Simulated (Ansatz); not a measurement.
**Ga₃Se (Pm-3m), stationary points along a deformation path**

Computed with DFT PBEsol+D3(BJ), scalar-relativistic, plane waves, PAW (Ansatz 0.2.0). Cutoff 420 eV, Γ-centred 12×12×12 k-points, Gaussian smearing of 0.15 eV. No spin polarisation. Energies are free energies at this smearing, counted from the undisturbed cell; pressure is positive in compression.

The starting cell (relaxed at this level; with this scan's settings it stands at 0.1 GPa; it needn't be the usual structure):

```xyz
4
Lattice="4.2249 0.0000 0.0000 0.0000 4.2249 0.0000 0.0000 0.0000 4.2249" Properties=species:S:1:pos:R:3 pbc="T T T"
Ga    0.0000    2.1125    2.1125
Ga    2.1125    0.0000    2.1125
Ga    2.1125    2.1125    0.0000
Se    0.0000    0.0000    0.0000
```

At fixed volume and fractional coordinates, lengths along (0.000, 0.000, 1.000) are scaled against those across it; ρ is that ratio over its starting value. V = 18.854 Å³/atom. Δσ is the stress along the axis less the mean stress across it (compression positive).

| ρ | ΔE (meV/atom) | Δσ (GPa) | space group |
| --- | --- | --- | --- |
| 0.707 | 7.8 | 4.03 | P4/mmm |
| 0.780 | -1.4 | -0.27 | P4/mmm |
| 0.850 | -0.3 | -0.16 | P4/mmm |
| 1.000 | 0.0 | 0.00 | Pm-3m |
| 1.200 | 7.5 | -2.31 | P4/mmm |
| 1.414 | 36.9 | -2.45 | P4/mmm |

**Question.** How does the stress give the slope of the energy, and where is the energy stationary?

**Answer.** Along the path d ln(length) is 2/3 d ln ρ on the axis and −1/3 d ln ρ across it, so dE/d ln ρ = −(2/3) V Δσ: the energy falls with ρ where Δσ is positive. Δσ vanishes or changes sign between ρ = 0.707 and 0.780, a minimum (near 0.78 by linear interpolation); at ρ = 1.000 (Pm-3m), a stationary point at 0.0 meV/atom. Pairs of stationary points between two samples would go unseen, and could change a minimum read from distant neighbours into a maximum. At ρ = 1.000 the cell is cubic, where symmetry alone makes the stress isotropic and the slope zero.

**Question.** Is the start the lowest point of the path?

**Answer.** No: ρ = 0.780 lies 1.4 meV/atom lower, with no sampled rise above the start on the way. Volume and inner coordinates are held, so a relaxed structure there would lie lower still.

In a metal these slopes depend on the k mesh and the smearing.

Cost: 6 runs of about 1.5 core-minutes in all, on Intel Xeon Platinum 8488C (Sapphire Rapids) (shared hosts).